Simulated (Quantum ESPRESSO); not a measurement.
**Kohn-Sham bands of Hf (P6/mmm, model phase)**

```yaml
crystal:
  lattice:
    - [4.96233, 0.00000, 0.00000]
    - [-2.48117, 4.29750, 0.00000]
    - [0.00000, 0.00000, 3.08623]
  atoms:
    - { symbol: Hf, position: [0.66667, 0.33333, 0.50000] }
    - { symbol: Hf, position: [0.33333, 0.66667, 0.50000] }
    - { symbol: Hf, position: [0.00000, 0.00000, 0.00000] }
```

Cell from Materials Project (mp-1009460), symmetrised, no further relaxation. This isn't the element's usual structure (hcp); take it as a model of another phase. Method: LDA plane waves in Quantum ESPRESSO 7.5 (PseudoDojo norm-conserving files, 47 Ry, no spin polarisation, no spin-orbit coupling), Bloch states on a 6×6×8 mesh through Γ, Wannier90 4.0.1. Density: 12×12×14 mesh, cold smearing 0.01 Ry. Spin-orbit coupling is left out although heavy elements are present.

Task: List the Kohn-Sham levels between −8 and 3.0 eV relative to the Fermi level at the high-symmetry points, as a band run of pw.x on that density gives them (levels within 2 meV counted together).

Result: 
```csv
point,k (reciprocal lattice),levels (eV)
Γ,0.000 0.000 0.000,"-7.21, -2.52, -0.65, -0.60 (×2), -0.55 (×2), 1.05, 2.09 (×2), 2.83 (×2), 2.89 (×2)"
M,0.500 0.000 0.000,"-4.59, -4.46, -3.55, -0.47, -0.44, -0.36, 0.18, 0.84, 1.20, 1.54, 2.96"
K,0.333 0.333 0.000,"-4.37, -4.08 (×2), -0.30 (×2), -0.09, 0.20, 0.54 (×2), 2.33 (×2), 2.36"
A,0.000 0.000 0.500,"-3.24, -2.52 (×2), -2.13, -1.89 (×2), 1.40 (×2), 1.99 (×2)"
L,0.500 0.000 0.500,"-3.13, -2.97, -1.98, -1.41, -0.77, -0.63, 0.56, 0.56, 1.10, 1.65"
H,0.333 0.333 0.500,"-3.40, -2.02 (×2), -1.16 (×2), -1.06, 0.71 (×2), 1.16 (×2)"
```
